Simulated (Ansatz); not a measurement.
A: GaN (wurtzite), a = b = 3.219 Å, c = 5.244 Å, α = β = 90.00°, γ = 120.00°
B: TiAl (CuAu type, space group P4/mmm), a = b = 2.824 Å, c = 4.071 Å, α = β = γ = 90.00°
C: CdS (wurtzite), a = 4.197 Å, b = 4.197 Å, c = 6.830 Å, α = 90.00°, β = 90.00°, γ = 120.00°

Scan: energy against volume (even scaling of the relaxed cell, symmetry kept). One method and one kind of scan serve all of them; meshes and ranges differ. All were relaxed with their symmetry unable to fall. The PAW data are Ansatz's earlier set. TiAl is run without spin polarisation.

Question: Put the candidates in order of bulk modulus at fixed cell shape (fitted), highest first, for PBE (plane waves to 420 eV, PAW, scalar-relativistic; Ansatz, an electronic-structure program).

Answer: A (172 GPa), B (113 GPa), C (53.1 GPa)

(Under strain, the slope of the energy per volume gives the stress and its curvature an elastic modulus.)
